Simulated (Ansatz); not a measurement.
Li₂Se:
```yaml
crystal:
  lattice:
    - [0.00000, 3.00311, 3.00311]
    - [3.00311, 0.00000, 3.00311]
    - [3.00311, 3.00311, 0.00000]
  atoms:
    - { symbol: Li, position: [0.25000, 0.25000, 0.25000] }
    - { symbol: Li, position: [0.75000, 0.75000, 0.75000] }
    - { symbol: Se, position: [0.00000, 0.00000, 0.00000] }
```

PBE (plane waves, PAW; program Ansatz) gives a gap of 2.98 eV without spin–orbit coupling, maximum at Γ, minimum at X.

Q: What happens when spin–orbit coupling is switched on?

A: The gap falls by 0.13 eV, to 2.85 eV; maximum at Γ, minimum at X.

Q: How large is the spin–orbit splitting of the valence top at Γ?

A: The fourfold level lies 0.39 eV above the split-off pair.

Q: Give the electron effective mass with spin–orbit coupling.

A: 0.32, 0.32, 0.63 mₑ (principal values).

Q: Give the hole effective mass with spin–orbit coupling, band 1 of 2 at the edge.

A: 0.80 along [100], 1.5 along [110], 1.9 along [111] (mₑ).

Q: Give the hole effective mass with spin–orbit coupling, band 2 of 2 at the edge.

A: 0.42 along [100], 0.34 along [110], 0.32 along [111] (mₑ).

Space group Fm-3m (anti-fluorite). The PBE relaxation kept the symmetry of its start.

Potentials: the later of the program's two PAW sets.
